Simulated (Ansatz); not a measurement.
A geometry of Cu away from equilibrium: step 2 of the relaxation of a relaxed Cu cell displaced along its unstable phonon at q = (½, 0, 0) of its primitive reciprocal cell (60i cm⁻¹), largest move 0.15 Å. Calculation: PBE (plane waves to 420 eV, PAW, scalar-relativistic; Ansatz, a program for electronic structure). Γ-centred k-mesh 6×11×11 on the run's cell (coarser than for final values), Fermi–Dirac smearing 0.05 eV.

```xyz
4
Lattice="0.0184 5.3324 5.3378 2.6699 0.0018 2.6764 2.6714 2.6752 0.0002" Properties=species:S:1:pos:R:3:forces:R:3 pbc="T T T" free_energy=-26496.616 pressure_GPa=-0.3
Cu     1.3937     1.2312     1.5037   -0.0114   -0.0296    0.1788
Cu     1.2856     4.1116     3.8416   -0.1089    0.1457   -0.0783
Cu     0.0613    -0.1096     0.1637    0.1089   -0.1457    0.0783
Cu     2.6246     5.4460     2.5018    0.0114    0.0296   -0.1788
```

Positions in Å, forces in eV/Å, free energy of the cell in eV (comparable only within this code, potentials and settings). Largest force: 0.20 eV/Å, on Cu2, Cu3 (atoms numbered as listed); the geometry lies 1.02 eV/atom above the end of its relaxation.

No spin polarisation in the result.

The run could not lose the symmetry of its start.

Of the parent cell (Fd-3m (No. 227)): it is a generated cell of Cu: the first start was made by placing the elements on the sites of a structure type, and the end was not matched to a known phase here, so it may be hypothetical. Known forms of Cu include space group No. 225.
